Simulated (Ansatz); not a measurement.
Ba2CaMoO6:
Space group Fm-3m (No. 225); a = b = c = 8.3906 Å, α = β = γ = 90.00°

| atom | site | symmetry | x | y | z |
|---|---|---|---|---|---|
| Ba | 8c | -43m | 0.2500 | 0.2500 | 0.2500 |
| Ca | 4a | m-3m | 0.0000 | 0.0000 | 0.0000 |
| Mo | 4b | m-3m | 0.5000 | 0.5000 | 0.5000 |
| O | 24e | 4m.m | 0.0000 | 0.0000 | 0.2712 |
(The calculation used a cell of 10 atoms; values per cell refer to that cell.)

Relaxed with r²SCAN.

**Question.** Which orbitals make up the states near the band edges in the program Ansatz at the r²SCAN level (PAW)?

**Answer.** Top 1 eV of the valence band: O 2p 96 %. Bottom 1 eV of the conduction band: Mo 4d 57 %, O 2p 32 %, outside the projected shells 8 %. Projections are on Löwdin-orthogonalised atomic valence shells; empty p or d shells of many metals are not among them.

**Question.** Tabulate the density of states.

**Answer.** States/eV per cell of 10 atoms, in 0.25 eV bins, energy from the valence-band maximum.

```csv
E (eV),total,O 2p,Mo 4d,Ba 6s
-7.85,0.00,0.00,0.00,0.00
-7.60,0.00,0.00,0.00,0.00
-7.35,0.00,0.00,0.00,0.00
-7.10,0.00,0.00,0.00,0.00
-6.85,0.00,0.00,0.00,0.00
-6.60,0.00,0.00,0.00,0.00
-6.35,0.00,0.00,0.00,0.00
-6.10,0.00,0.00,0.00,0.00
-5.85,0.00,0.00,0.00,0.00
-5.60,0.00,0.00,0.00,0.00
-5.35,0.00,0.00,0.00,0.00
-5.10,0.00,0.00,0.00,0.00
-4.85,0.00,0.00,0.00,0.00
-4.60,1.76,1.10,0.44,0.00
-4.35,6.98,4.46,1.80,0.01
-4.10,12.69,7.91,3.72,0.15
-3.85,5.66,3.34,2.00,0.09
-3.60,12.71,7.39,4.61,0.03
-3.35,1.02,0.73,0.17,0.01
-3.10,5.30,4.58,0.08,0.02
-2.85,1.88,1.63,0.03,0.01
-2.60,1.34,1.20,0.01,0.04
-2.35,4.86,4.39,0.03,0.09
-2.10,8.71,8.00,0.02,0.10
-1.85,9.09,8.38,0.01,0.07
-1.60,8.53,7.91,0.01,0.02
-1.35,8.73,8.07,0.02,0.12
-1.10,12.66,11.88,0.04,0.16
-0.85,12.87,12.12,0.04,0.11
-0.60,12.60,11.99,0.04,0.05
-0.35,10.97,10.60,0.03,0.01
-0.10,5.62,5.52,0.00,0.00
0.15,0.00,0.00,0.00,0.00
0.40,0.00,0.00,0.00,0.00
0.65,0.00,0.00,0.00,0.00
0.90,0.00,0.00,0.00,0.00
1.15,0.00,0.00,0.00,0.00
1.40,0.00,0.00,0.00,0.00
1.65,0.00,0.00,0.00,0.00
1.90,0.00,0.00,0.00,0.00
2.15,0.00,0.00,0.00,0.00
2.40,0.00,0.00,0.00,0.00
2.65,1.45,0.35,0.84,0.12
2.90,4.94,1.41,2.79,0.23
3.15,9.15,2.96,5.17,0.20
3.40,7.48,2.63,4.28,0.05
3.65,0.97,0.36,0.56,0.00
3.90,0.00,0.00,0.00,0.00
4.15,0.00,0.00,0.00,0.00
4.40,0.00,0.00,0.00,0.00
4.65,0.00,0.00,0.00,0.00
4.90,0.00,0.00,0.00,0.00
5.15,0.03,0.00,0.00,0.00
5.40,0.38,0.00,0.02,0.00
5.65,0.65,0.01,0.03,0.00
5.90,0.92,0.02,0.04,0.01
6.15,1.25,0.04,0.05,0.02
6.40,1.69,0.06,0.08,0.04
6.65,3.12,0.14,0.27,0.07
6.90,8.56,0.41,0.88,0.19
7.15,8.68,0.39,0.48,0.38
7.40,13.29,0.84,0.96,0.84
```

The first step of the workflow began from a Materials Project structure, measured or hypothetical; the Crystallography Open Database files this formula in space group No. 225, but the cells were not matched. Whether it is the stable phase at ambient conditions was not checked. Symmetry was held in the r²SCAN relaxation; its stability against distortions is not shown here. The run is not spin-polarised. No Hubbard U is applied. Spin–orbit coupling is left out wherever it is not named.

Potentials: the later of the program's two PAW sets.
